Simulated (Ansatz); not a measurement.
A plane-wave DFT run in Ansatz 0.2.0 (scalar-relativistic PAW potentials unless the input names others): input and command.

```yaml
crystal:
  lattice:
    - [4.0721096064, 0.0, 0.0]
    - [-2.0360548032, 3.5265503661, 0.0]
    - [0.0, 0.0, 3.8540373464]
  atoms:
    - { symbol: Sc, position: [0.0, 1.0, 0.0] }
    - { symbol: Si, position: [0.3333333333, 0.6666666667, 0.5] }
    - { symbol: Si, position: [0.6666666667, 0.3333333333, 0.5] }
    - { symbol: H, position: [0.3333333333, 0.6666666667, 0.0] }
    - { symbol: H, position: [0.6666666667, 0.3333333333, 0.0] }
basis:
  ecutwfc: 500
kpoints:
  mp_grid: { grid: [12, 12, 8] }
hamiltonian:
  xc: r2scan
scf:
  occupations: { method: gaussian, width: 0.1 }
  max_iter: 3
output:
  forces: true
  eigenvalues: true
  stress: true
```

```bash
ansatz run input.yaml --threads 2 --pin off --max-ram 5120MiB --backend cpu --events-out ev --progress --plain --runs-dir out
```

Abridged log:
```
Pseudopotentials: kind: paw
Pseudopotential: Sc, paw, valence charge 11, recommended cutoff 500 eV (meta_gga)
Pseudopotential: Si, paw, valence charge 4, recommended cutoff 500 eV (meta_gga)
Pseudopotential: H, paw, valence charge 1, recommended cutoff 500 eV (meta_gga)
Functional definition: r2SCAN
Crystal: 5 atoms, lattice volume = 55.346 Å³
Basis set: ecut = 500 eV, 1389 PW (Γ), exchange–correlation on 120×120×120 points (64 copies of the dense FFT grid, shifted against one another)
Bands: 16, of which v1, the nominal top of the filled ones, is band 11 counted from 1 (10 counted from 0)
Symmetry: 24 space group operations
Space group: P6/mmm (ITA 191), of the structure as read, at distance tolerance 3.8e-5 Å
k-points: 95 of 1152
Initial density: superposition of atomic densities (neutral atoms: chi_scale 0, normalization atom), corrected by the library's trained network
Initial wavefunctions: pseudopotential atomic-orbital guess
Functional: x = r2scan, c = r2scan; τ floored in thin density (d = 2e-4 eV/Å³)
SCF iter   1: F=—  HF=-3450.137998 eV  |F-HF|=—  |Δ(HF+E_count)|=         —  Δρ=1.20e-2  dr2=1.25e-1  dr2_τ=2.48e-2  ethr=1.77e-3  ⟨swp⟩=4.1  Hψ=16625  notcnv=0
SCF iter   2: F=—  HF=-3450.205887 eV  |F-HF|=—  |Δ(HF+E_count)|=   6.79e-2  Δρ=5.19e-3  dr2=1.65e-2  dr2_τ=1.11e-3  ethr=5.97e-4  ⟨swp⟩=3.8  Hψ=10189  notcnv=0
SCF iter   3: F=—  HF=-3450.208301 eV  |F-HF|=—  |Δ(HF+E_count)|=   2.41e-3  Δρ=1.74e-3  dr2=1.05e-3  dr2_τ=1.01e-4  ethr=7.86e-5  ⟨swp⟩=3.5  Hψ=8804  notcnv=0
```

Question: Find the fault.

Answer: The fault is too few SCF iterations (scf.max_iter: not typed → 3, the first being the value of the sound run). Setting it back cures it. The log, from which this was withheld above, says: «Error: did not converge after 3 iterations: dr2 = 1.05e-3 (threshold 1.00e-7), under the density mixer `msr1`, which `scf.mixing.algorithm: auto` chose by the deck's other keys (type `scf.mixing.algorithm: msr1` to keep it); raise `scf.max_iter`, which need not help a stalled SCF, or adjust the mixing (`scf.mixing`) or, under a smearing, its width (`scf.occupations.width` …» The run stopped without converging. A reference run on usual settings, whose relaxation ended at this geometry, converged, and the end of its own relaxation has pressure -0.01 GPa, largest force 0.000 eV/Å, no gap on the mesh.

The run took 4.7 s on 2 threads of Intel(R) Xeon(R) Platinum 8259CL CPU @ 2.50GHz (Skylake/Cascade Lake), on a shared host, peak memory 0.5 GiB.